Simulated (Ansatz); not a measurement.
# Trial structures of Mg2Ge3N: starts and ends

Method: DFT PBE, scalar-relativistic, plane waves, PAW in Ansatz. Settings: cutoff 420 eV, Γ-centred meshes spaced at most about 0.3 Å⁻¹, and about 0.25 Å⁻¹ or finer for metals (2π included), Gaussian smearing. No spin polarisation in the final relaxations.

Each guess was relaxed in cell and atoms at zero pressure, within the symmetry of its start. These are static total energies at zero pressure. Coordination counts Ge or N atoms around Mg (for each partner element, those within 1.25 times its shortest distance or 1.15 times the sum of covalent radii, where it is the nearest in units of that sum or under 1.3; a plus sign parts groups by distance over the sum of covalent radii).

```csv
guess,made from,start group,V start (Å³/atom),end group,V end (Å³/atom),coordination at the end,gap on mesh (eV),E over the lowest end (meV/atom)
1,Sm2Fe3Ru type,R-3m,17.3,?,?,?,?,?
2,Zr2CuSb3 type,P-4m2,16.8,P-4m2,16.8,Mg 9,0,27
3,Li2AgF3 type,P-3m1,13.9,P-3m1,17.1,Mg 6,0,0
4,EuAl3Cu2 type,P6/mmm,17.1,P6/mmm,19.5,Mg 6,0,603
5,random cell,P6/mmm,16.3,P6/mmm,17.8,Mg 5,0,490
```

Guess 1 as it starts:

```
CELL_PARAMETERS angstrom
2.61540 1.51000 4.38671
-2.61540 1.51000 4.38671
0.00000 -3.02000 4.38671
ATOMIC_POSITIONS crystal
Mg 0.12500 0.12500 0.12500
Mg 0.87500 0.87500 0.87500
Ge 0.00000 0.50000 0.50000
Ge 0.50000 0.00000 0.50000
Ge 0.50000 0.50000 0.00000
N 0.50000 0.50000 0.50000
```

**Question.** Fill in the missing row: what does this guess relax into, and where does it rank?

**Answer.** It ends in space group R-3m (No. 166), with a = 5.744 Å, c = 10.821 Å, 17.2 Å³/atom and no gap. It lies 168 meV/atom over the lowest end, above guess 2 and below guess 5. Counting Ge or N atoms around Mg, this end has Mg 3+6 and the lowest (guess 3) has Mg 6.

```cif
data_structure
_symmetry_space_group_name_H-M 'P 1'
_symmetry_Int_Tables_number 1
_cell_length_a 4.8999
_cell_length_b 4.8999
_cell_length_c 4.8999
_cell_angle_alpha 71.767
_cell_angle_beta 71.767
_cell_angle_gamma 71.767
_cell_volume 103.07
loop_
_atom_site_label
_atom_site_type_symbol
_atom_site_fract_x
_atom_site_fract_y
_atom_site_fract_z
_atom_site_occupancy
Mg1 Mg 0.12742 0.12742 0.12742 1
Mg2 Mg 0.87258 0.87258 0.87258 1
Ge1 Ge 0.00000 0.50000 0.50000 1
Ge2 Ge 0.50000 0.00000 0.50000 1
Ge3 Ge 0.50000 0.50000 0.00000 1
N1 N 0.50000 0.50000 0.50000 1
```

The zero of energy is the elements' standard structures at the same level (N₂ as a molecule); no fitted shifts are applied.

**Question.** Is the lowest end bound against the elements?

**Answer.** No: its formation energy is +0.26 eV/atom. A positive value: parting into the elements would lower its energy.

A magnetic state wasn't ruled out in cells without spin, among them P6/mmm at 19.5 Å³/atom. Cells relaxed within their symmetry can be saddle points. A lower structure may well exist outside this small set. Some types were kept out of the candidates beforehand, so the set may lack a known form.
